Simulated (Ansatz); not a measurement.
TaAg in space group Pmma (No. 51; Ag on 2e, Ta on 2f) under volume change, the program Ansatz at the PBEsol level (PAW), shape and atoms relaxed at each volume.

```tsv
V (Å³/atom)	E − E(relaxed) (meV/atom)	P (GPa)
15.383	90.1	20.79
15.890	(withheld)	(withheld)
16.397	8.8	5.76
16.904	0.0	0.00
17.411	7.9	-4.82
17.918	29.7	-8.84
18.425	(withheld)	(withheld)
```

### Question
Complete the blanks.

### Answer

- 15.890, E − E(relaxed) (meV/atom): 37.6
- 15.890, P (GPa): 12.62
- 18.425, E − E(relaxed) (meV/atom): 63.1
- 18.425, P (GPa): -12.17

### Question
What does a third-order Birch–Murnaghan fit give for V₀, B₀ and B′?

### Answer
V₀ = 16.90 Å³/atom, B₀ = 175 GPa, B′ = 4.9.

The start of the workflow was typed in or built on a structure type; neither database checked (COD, Materials Project) lists it. Whether it is the stable phase at ambient conditions was not checked. The cell was relaxed with PBEsol under the symmetry of its start; phonons show weakly imaginary modes. The run is not spin-polarised. Its formation energy is positive at this level, so the cell may be metastable or incomplete. Scalar-relativistic: spin–orbit coupling is off unless named, which matters more the heavier the elements.

Potentials: the later of the program's two PAW sets.
